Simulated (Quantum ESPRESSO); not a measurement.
BP is modelled in the cubic space group F-43m (No. 216), the zinc blende structure, Pearson symbol cF8. Cell: a = 4.487 Å, b = 4.487 Å, c = 4.487 Å, α = 90.00°, β = 90.00°, γ = 90.00°. B on 4a has 4 P at 1.943 Å (tetrahedral). P on 4c is coordinated by 4 B at 1.943 Å (tetrahedral). (Neighbours: up to the widest gap in distance over summed covalent radii, below 1.35, at either atom.)
(The calculation used a cell of 2 atoms; values per cell refer to that cell.)

Cell and atoms were relaxed with LDA from Materials Project entry mp-1479, within its symmetry.

Problem. What does LDA (Quantum ESPRESSO, PseudoDojo norm-conserving, 76 Ry, scalar-relativistic) give for the electronic structure near the Fermi level?

Solution. The LDA gap is indirect, 1.16 eV, from Γ to 85 % of the way from Γ to X; the smallest direct gap is 3.44 eV.
